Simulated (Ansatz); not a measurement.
CoSi2:
```
CELL_PARAMETERS angstrom
      0.00000     2.63709     2.63709
      2.63709     0.00000     2.63709
      2.63709     2.63709     0.00000
ATOMIC_POSITIONS crystal
  Co 0.00000 0.00000 0.00000
  Si 0.75000 0.75000 0.75000
  Si 0.25000 0.25000 0.25000
```

Relaxed with LDA. Special points in fractions of this cell's reciprocal vectors: Γ (0.000, 0.000, 0.000); X (0.500, 0.000, 0.500); U (0.625, 0.250, 0.625); K (0.375, 0.375, 0.750); L (0.500, 0.500, 0.500); W (0.500, 0.250, 0.750).

Problem. List the band energies nearest the Fermi level at these points for DFT-LDA in the program Ansatz with PAW potentials.

Solution. In eV from the Fermi level; about four levels below and three above (degenerate sets whole), none deeper than 8.9 eV; points with the same levels are listed once.

```tsv
k	below	above
Γ	-4.30 -4.30 -4.30 -2.05 -2.05	1.12 3.48 3.48 3.48
X	-2.11 -2.11 -2.05 -1.42	1.77 2.96 8.67
U	-2.40 -1.90 -1.30 -1.02	2.13 5.07 6.03
L	-1.76 -1.76 -0.46 -0.46	2.79 3.60 3.60
W	-2.44 -2.44 -2.11 -1.55 -0.71	3.85 3.85 5.88
```

Space group Fm-3m (fluorite or antifluorite type). Symmetry was held in the LDA relaxation; of distortions, only those at the zone centre were tested. No spin polarisation was allowed.

Potentials: the earlier of the program's two PAW sets.
